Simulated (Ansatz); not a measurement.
Values for one crystal, relaxed and computed with the program Ansatz at the PBE level (PAW); other levels are named.

```yaml
volume_per_atom: 13.91 Å³
electronic_character: metallic (no gap)
Formation energy from the elements (no fitted shifts): 0.025 eV/atom
Density of states at the Fermi level: 1.5 states/eV per atom (mean over ±0.08 eV)
```

### Question
Pick the material that matches.
(A) TiPt3, Cu3Au type
(B) Al2Pt, fluorite or antifluorite type
(C) FeCo, CsCl type
(D) CoIrPt, P3m1 (Co on 1a, Pt on 1b, Ir on 1c)

### Answer
D, CoIrPt, P3m1 (Co on 1a, Pt on 1b, Ir on 1c)

The start of the workflow was typed in or built on a structure type; neither database checked (COD, Materials Project) lists it. Its standing as an ambient phase is unchecked. The cell was relaxed with PBE under the symmetry of its start; whether a distortion lowers the energy is not shown. The final state is ferromagnetic, the only order run, not a proven ground state. The references are the lowest solids computed at this level, not always the standard phases. Spin–orbit coupling is left out wherever it is not named.

Potentials: the later of the program's two PAW sets.
